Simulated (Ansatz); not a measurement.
The start is a generated trial cell of PbS in the rocksalt structure type. The cell and all atomic positions are relaxed at zero pressure with PBEsol (plane waves to 420 eV, PAW, scalar-relativistic; Ansatz, a quantum-chemistry and plane-wave program). First-step values are on the input's coarse k-mesh.

Ansatz input (later rounds restart from its end on a renewed k-mesh):
Ansatz 0.2 input:
```yaml
crystal:
  lattice:
    - [0, 2.883795, 2.883795]
    - [2.883795, 0, 2.883795]
    - [2.883795, 2.883795, 0]
  atoms:
    - { symbol: S, position: [0, 0, 0] }
    - { symbol: Pb, position: [0.5, 0.5, 0.5] }
basis: { ecutwfc: 420, ecutrho_ratio: 4, xc_grid: 2, fft_grid_basis: typed }
kpoints: { mp_grid: { grid: [7, 7, 7] } }
hamiltonian:
  xc: pbesol
  dispersion: none
  pseudopotentials: { kind: paw }
scf: { occupations: { method: fermi_dirac, width: 0.05 } }
relax: { f_tol: 0.01, max_steps: 100, cell: { stress_tol: 0.02 } }
output: { forces: true, stress: true }
```

Q: By how much does the energy per atom fall from start to end?

A: 0.02 eV/atom.

Q: How does the volume per atom move from start to end?

A: +7.2 %, from 23.98 to 25.71 Å³/atom.

Q: How do the shortest distances between atoms change?

A: The closest pairs of elements (up to four, under 3.6 Å), start → end: Pb–S 2.88 → 2.95 Å.

Q: Give the final cell and atomic positions.

A: 
Space group Fm-3m (No. 225); a = b = c = 5.9027 Å, α = β = γ = 90.00°

```
atom  site  symmetry       x       y       z
----  ----  --------  ------  ------  ------
S       4a      m-3m  0.0000  0.0000  0.0000
Pb      4b      m-3m  0.5000  0.5000  0.5000
```
(The calculation used a cell of 2 atoms; values per cell refer to that cell.)

The space group stays Fm-3m (No. 225) (the run could not lower it); the end is rock salt type, with 2 atoms in the primitive cell. Final values are on a 10×10×10 k-mesh of the relaxed cell. No spin polarisation in the result.

The run could not lose the symmetry of its start; a randomly shaken copy of 2 atoms returns to this structure.

All atoms sit on sites fixed by symmetry, so only the cell could relax.
